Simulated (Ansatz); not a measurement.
The start is a generated trial cell of Li in the AFLOW prototype A_hP3_152_a (A8, as in Se). The structure is fully relaxed (lattice and positions, P = 0) with PBE (plane waves to 420 eV, PAW, scalar-relativistic; Ansatz, a program for electronic structure). First-step values are on the input's coarse k-mesh.

Ansatz input (later rounds restart from its end on a renewed k-mesh):
Ansatz 0.2 input:
```yaml
crystal:
  lattice:
    - [4.0185854, 0, 0]
    - [-2.0092927, 3.480197, 0]
    - [0, 0, 4.5592196]
  atoms:
    - { symbol: Li, position: [0.2254, 0, 0.83333333] }
    - { symbol: Li, position: [0, 0.2254, 0.16666667] }
    - { symbol: Li, position: [0.7746, 0.7746, 0.5] }
basis: { ecutwfc: 420, ecutrho_ratio: 4, xc_grid: 2, fft_grid_basis: typed }
kpoints: { mp_grid: { grid: [9, 9, 7] } }
hamiltonian:
  xc: pbe
  dispersion: none
  pseudopotentials: { azcp: { folder: ./paw }, kind: paw }
scf: { occupations: { method: fermi_dirac, width: 0.05 } }
relax: { f_tol: 0.01, max_steps: 100, cell: { stress_tol: 0.02 } }
output: { forces: true, stress: true }
```

**Question.** What is the largest force in the starting geometry, and on which atom (counted from 1)?

**Answer.** 1.60 eV/Å, on Li1, Li2, Li3 (atoms numbered as listed).

**Question.** What symmetry does the relaxed structure have?

**Answer.** The space group goes from P3₁21 (No. 152) to Im-3m (No. 229); the end is bcc (W type), with 1 atom in the primitive cell.

**Question.** By how much does the energy per atom fall from start to end?

**Answer.** 0.44 eV/atom.

**Question.** How do the shortest distances between atoms change?

**Answer.** The closest pairs of elements (up to four, under 3.6 Å), start → end: Li–Li 2.18 → 2.97 Å.

**Question.** What does it relax into? Give the structure.

**Answer.** 
Space group Im-3m (No. 229); a = 3.435 Å, b = 3.435 Å, c = 3.435 Å, α = 90.00°, β = 90.00°, γ = 90.00°

| atom | site | symmetry | x | y | z |
|---|---|---|---|---|---|
| Li | 2a | m-3m | 0.0000 | 0.0000 | 0.0000 |
(The calculation used a cell of 1 atom; values per cell refer to that cell.)

Final values are on a 19×19×19 k-mesh of the relaxed cell. No spin polarisation in the result.

The run could not lose the symmetry of its start.
